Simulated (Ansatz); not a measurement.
**Calculated with Ansatz: ZrS, relaxation**

input.yaml:

```yaml
crystal:
  lattice:
    - [0.0, 2.659254, 2.659254]
    - [2.659254, 0.0, 2.659254]
    - [2.659254, 2.659254, 0.0]
  atoms:
    - { symbol: Zr, position: [0.0, 0.0, 0.0] }
    - { symbol: S, position: [0.5, 0.5, 0.5] }
  symmetry: { tolerance: 0.0003 }
kpoints:
  mp_grid: { grid: [11, 11, 11], shift: [0, 0, 0] }
magnetization:
  spin_polarized: false
scf:
  occupations: { method: fermi_dirac }
  lower_state_search: "off"
hamiltonian:
  pseudopotentials: { kind: paw }
  xc: r2scan
basis:
  ecutwfc: 500
  fft_grid_basis: typed
relax:
  max_steps: 60
  cell: { p_target: 0.0 }
  f_tol: 0.03
output:
  forces: true
  stress: true
  eigenvalues: true
  bader: true
  populations: true
  elf: true
  write_potential: true
  volumetric_format: npy
  dos:
    e_range: [-12, 8]
    de: 0.05
    projected: { site_lists: { S: [S], Zr: [Zr] } }
  write_density: true
checkpoint:
  read: saved_state
```

Run with:

```bash
ansatz run input.yaml --threads 2 --pin off --max-ram 3584MiB --backend cpu --events-out ev --progress --plain --runs-dir out
```

Origin of the cell: a database entry, scaled a little.

The smearing width isn't typed, so it takes its default of 0.1 eV.

The saved state is a converged single point of the same cell.

Steps («new basis» is an SCF on plane waves selected anew at the same cell):

```
step  ΔF (meV/atom)  max force component (eV/Å)  P (GPa)  volume (Å³)  SCF iterations   step was
   1            0.0                       0.000    -6.48        37.61               5   accepted
   2           -7.2                       0.000     6.30        34.25               8   accepted
   3          -20.5                       0.000    -0.52        35.83               8   accepted
   4          -20.6                       0.000    -0.04        35.71               4   accepted
   5          -20.3                       0.000    -0.04        35.71               5  new basis
```

The starting structure.

Space group Fm-3m (No. 225); the run's cell has a = 3.761 Å, b = 3.761 Å, c = 3.761 Å, α = 60.00°, β = 60.00°, γ = 60.00°. Shortest distances: S–Zr 2.66 Å.

The relaxed structure.

Space group Fm-3m (No. 225); the run's cell has a = 3.696 Å, b = 3.696 Å, c = 3.696 Å, α = 60.00°, β = 60.00°, γ = 60.00°. Shortest distances: S–Zr 2.61 Å.

```yaml
crystal:
  lattice:
    - [0.00000, 2.61359, 2.61359]
    - [2.61359, 0.00000, 2.61359]
    - [2.61359, 2.61359, 0.00000]
  atoms:
    - { symbol: Zr, position: [0.00000, 0.00000, 0.00000] }
    - { symbol: S, position: [0.50000, 0.50000, 0.50000] }
```

```yaml
Free_energy_lowered_by: 20.3 meV/atom
Volume_change: -5.06 %
Final_pressure: -0.04 GPa
Relaxation_steps_listed: 5
```

Caveats: no moments, though an odd count or open d shells may carry them; the relaxation held the start's symmetry, so the end may be a saddle point.

Time: 20 s on 2 threads of Arm Neoverse V1, with other jobs on the host, peak memory 0.48 GiB, from a saved density.
